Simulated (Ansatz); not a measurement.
SnO$_{2}$ (rutile)

```xyz
12
Lattice="9.6551 0.0000 0.0000 4.8275 4.8275 0.0000 0.0000 0.0000 3.2382" Properties=species:S:1:pos:R:3 pbc="T T T"
Sn     0.0000     0.0000     0.0000
Sn     4.8275     0.0000     0.0000
Sn    12.0689     2.4138     1.6191
Sn     7.2413     2.4138     1.6191
O     11.1351     1.4800     0.0000
O      6.3076     1.4800     0.0000
O      3.8938     0.9338     1.6191
O      8.7213     0.9338     1.6191
O     10.5888     3.8938     1.6191
O      5.7613     3.8938     1.6191
O     13.0026     3.3475     0.0000
O      8.1751     3.3475     0.0000
```

A phonon eigenvector at M = (0.5, 0.5, 0.0) is frozen into this cell: atom i moves by Q times the vector below, so Q is the largest atomic displacement, in Å. The cell is held. It is one choice among 2 degenerate patterns. (q is in reciprocal vectors of the primitive cell; the cell shown is doubled to hold the pattern.)

```tsv
atom	x	y	z
Sn1	0.538	-0.123	0.000
Sn2	-0.538	0.123	0.000
Sn3	-0.044	-0.525	0.000
Sn4	0.044	0.525	0.000
O5	0.739	-0.673	0.000
O6	-0.739	0.673	0.000
O7	-0.569	-0.646	0.000
O8	0.569	0.646	0.000
O9	-0.569	-0.646	0.000
O10	0.569	0.646	0.000
O11	0.739	-0.673	0.000
O12	-0.739	0.673	0.000
```

Level of theory: PBE (plane waves to 420 eV, PAW, scalar-relativistic; Ansatz, a quantum-chemistry and plane-wave program). k mesh 7×7×10 (Γ-centred), Fermi-Dirac smearing 0.05 eV. E stands for the smeared free energy. SnO2 was relaxed with its symmetry unable to fall. ΔE is measured from the undisplaced structure.

```
Q (Å)   ΔE (meV/cell)
------  -------------
-0.280           1628
-0.187            716
-0.093            178
0.000               0
0.093             178
0.187             716
0.280            1628
```

Q: Which DFPT wavenumber at M = (0.5, 0.5, 0.0) belongs to this mode?
A. 695 cm⁻¹
B. 211 cm⁻¹
C. 327 cm⁻¹
D. 113 cm⁻¹

A: B, 211 cm⁻¹. The curvature of the scan gives 211 cm⁻¹

(A displaced cell: forces are minus the slopes of the energy, force constants its curvatures, and phonons follow from these.)
